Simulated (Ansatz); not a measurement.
**Structures of BaCaSe3: which is lowest?**

Plane-wave DFT in Ansatz with scalar-relativistic PAW potentials, cutoff 420 eV, Γ-centred meshes chosen by cell and gap, Gaussian smearing with energies taken to zero width. Every cell was relaxed (cell and atoms) in a run of its own, within the symmetry of its start. Functional: PBE.

Relaxed structures (starts from databases or built by putting these elements on another compound's sites):
A. Pm-3m, 5 atoms in the computed cell, a = 5.849 Å; sites (symmetry × multiplicity) Ba m-3m × 1, Ca m-3m × 1, Se 4/mm.m × 3; start: built
B. P6_3/mmc, 10 atoms in the computed cell, a = 6.231 Å, c = 10.765 Å; sites (symmetry × multiplicity) Ba -3m. × 2, Ca -6m2 × 2, Se mm2 × 6; start: built

Problem. Rank them by energy. Could pressure change the order?

Solution.
| structure | group | E − E(lowest) (meV/atom) | V (Å³/atom) | gap on mesh (eV) |
| --- | --- | --- | --- | --- |
| B | P6_3/mmc | 0.0 | 36.19 | 0.00 |
| A | Pm-3m | 565 | 40.02 | 0.00 |

B is lowest, 565 meV/atom under A. The lowest is also the densest of these, so pressure wouldn't bring one of the others in at first order. Other structures may lie lower than all of these, and vibrations aren't counted.

Spin-orbit coupling is left out, which matters for the bands of heavy elements.